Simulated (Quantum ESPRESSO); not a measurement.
**Band energies of GaN at -3 % isotropic strain**

```
CELL_PARAMETERS angstrom
      3.08828     0.00000     0.00000
     -1.54414     2.67453     0.00000
      0.00000     0.00000     5.03110
ATOMIC_POSITIONS crystal
  N  0.66667 0.33333 0.87573
  N  0.33333 0.66667 0.37573
  Ga 0.66667 0.33333 0.49927
  Ga 0.33333 0.66667 0.99927
```

PBE (stringent potentials; Quantum ESPRESSO, PseudoDojo norm-conserving, 114 Ry, scalar-relativistic); path ΓMKΓALHA,LM,KH; energies in eV from the valence-band maximum.

```
k (1/Å)  point  band 22  band 23  band 24  band 25  band 26  band 27  band 28  band 29
-------  -----  -------  -------  -------  -------  -------  -------  -------  -------
0.00         Γ    -1.15    -1.15    -0.05     0.00     0.00     2.58     4.93     9.74
0.64              -4.70    -3.25    -2.35    -0.95    -0.63     5.03     6.51     7.54
1.17         M    -5.62    -4.63    -3.08    -2.48    -1.11     5.37     6.05     6.44
1.29              -5.60    -4.61    -3.23    -2.50    -1.25     5.60     6.05     6.51
1.85         K    -5.64    -5.64    -3.32    -3.32    -3.04     5.15     8.67     8.67
1.96              -5.83    -5.31    -3.67    -2.98    -2.95     5.21     8.41     8.70
2.69              -3.61    -2.91    -1.89    -0.67    -0.62     4.72     6.98     8.30
3.21         Γ    -1.15    -1.15    -0.05     0.00     0.00     2.58     4.93     9.74
3.31              -1.13    -1.13    -0.28    -0.02    -0.02     2.77     4.95     9.68
3.83         A    -4.01    -0.59    -0.59    -0.59    -0.59     4.89     4.89     9.01
3.94              -4.01    -0.72    -0.72    -0.63    -0.63     5.00     5.00     8.92
4.69              -6.15    -2.26    -2.26    -1.93    -1.93     5.09     5.09     8.50
5.01         L    -7.11    -2.17    -2.17    -2.09    -2.09     4.73     4.73     8.40
5.35              -6.88    -3.55    -3.55    -1.78    -1.78     5.75     5.75     8.76
5.69         H    -6.59    -4.69    -4.69    -1.66    -1.66     7.03     7.03     7.57
5.96              -6.46    -4.05    -4.05    -1.78    -1.78     6.40     6.40     8.40
6.59              -4.24    -1.96    -1.96    -1.29    -1.29     5.95     5.95     8.17
7.04         A    -4.01    -0.59    -0.59    -0.59    -0.59     4.89     4.89     9.01
7.04         L    -7.11    -2.17    -2.17    -2.09    -2.09     4.73     4.73     8.40
7.67         M    -5.62    -4.63    -3.08    -2.48    -1.11     5.37     6.05     6.44
7.67         K    -5.64    -5.64    -3.32    -3.32    -3.04     5.15     8.67     8.67
8.29         H    -6.59    -4.69    -4.69    -1.66    -1.66     7.03     7.03     7.57
```

The PBE gap is direct, 2.58 eV at Γ.

Spin-orbit splittings are left out.

Geometry strained from the cell relaxed with PBEsol, atoms relaxed again.
